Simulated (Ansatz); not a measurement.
# Property card for InP

InP:
```xyz
2
Lattice="3.3872 0.0000 0.0000 0.0000 3.3872 0.0000 0.0000 0.0000 3.3872" Properties=species:S:1:pos:R:3 pbc="T T T"
In     0.0000     0.0000     0.0000
P      1.6936     1.6936     1.6936
```

Space group Pm-3m (No. 221), CsCl type; conventional cell a = b = c = 3.387 Å, α = β = γ = 90.00°.

Method: PBEsol in the plane-wave PAW code Ansatz. Geometry: relaxed at this level of theory. Other levels are named where they apply.

### Cell and energy

- Volume per atom = 19.43 Å³
- Density = 6.23 g/cm³
- Formation energy from the elements (no fitted shifts) = 0.31 eV/atom

### Electronic structure

- Electronic character: metallic (no gap)
- Density of states at the Fermi level: 0.57 states/eV per atom (mean over ±0.08 eV)
- Gap with spin–orbit coupling: none (metallic)

### Mechanics

- Bulk modulus (Birch–Murnaghan fit) = 75.7 GPa
- Pressure derivative B′ = 4.7
- Elastic constants (relaxed ions, GPa) = C11 = 80.2, C12 = 72.3, C44 = 11.9
- Mechanical stability = stable (all eigenvalues of C positive)
- Hill bulk and shear moduli = 75.0 and 7.7 GPa
- Young's modulus = 22.2 GPa
- Poisson's ratio = 0.45
- Debye temperature from the elastic constants = 140 K

### Phonons

- Highest zone-centre frequency = 14.3 meV
- Zone-centre stability = no imaginary mode at Γ

A made-up cell: these elements were put on the sites of a structure type; neither database checked (COD, Materials Project) lists it. It is not the phase usual at ambient conditions (space group No. 216). The PBEsol relaxation kept the symmetry of its start. As this level gives no gap, shear constants depend on the k-mesh and smearing (Fermi–Dirac, 0.1 eV here). As this level gives no gap, phonon frequencies hold no LO–TO term and depend on the k-mesh and smearing (Fermi–Dirac, 0.1 eV here). The references are the lowest solids computed at this level, not always the standard phases. Scalar-relativistic: spin–orbit coupling is off unless named, which matters more the heavier the elements.

Potentials: the earlier of the program's two PAW sets. The files were generated under PBE; for other functionals the program regenerates the frozen cores, and for LDA and PBEsol the local potential too.
